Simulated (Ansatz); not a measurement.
Bands of Sb

```
Sb
1.0
     0.00000    2.30500    2.30500
     2.30500    0.00000    2.30500
     2.30500    2.30500    0.00000
Sb
1
Direct
  0.00000 0.00000 0.00000
```

Conventional cell: a = 4.610 Å, b = 4.610 Å, c = 4.610 Å, α = 90.00°, β = 90.00°, γ = 90.00°. Sb (atom 1) is surrounded by 12 Sb at 3.26 Å.

The cell comes from COD entry 9013009, which wasn't checked; take it as a given geometry.

Spin–orbit coupling is left out, though it moves levels of the heavy atoms by tenths of an eV or more.

All numbers below come from DFT, PBEsol, all-electron LAPW, scalar-relativistic in Ansatz 0.2.0.

Sampling and basis: a Γ-centred 12×12×12 k mesh, Fermi–Dirac smearing of 0.05 eV, basis error target 1 meV/atom, no spin polarisation.

Points in fractions of the reciprocal vectors of this cell: Γ (0, 0, 0), X (0.5, 0, 0.5), U (0.625, 0.25, 0.625), K (0.375, 0.375, 0.75), L (0.5, 0.5, 0.5), W (0.5, 0.25, 0.75). The path joins them by straight lines in the order Γ–X–U–K–Γ–L–W–X; legs that retrace an earlier one aren't tabulated. Energies are in eV from the Fermi level.

(1) Is there a gap?

(2) List the levels between -14 and 4.5 eV at the symmetry points.

Results:

(1) none: with an odd electron count and no spin polarisation the bands can't all be full, a metal in this set-up (spin order or a larger cell could open a gap).

(2) 
Γ: -13.78
X: -7.57, -5.51, 0.33 (×2), 4.21
U: -7.59, -4.52, -3.42, 1.26
K: -7.59, -4.52, -3.42, 1.26
L: -9.46, -6.51, 4.03 (×2)
W: -7.26, -3.58 (×2), -1.84
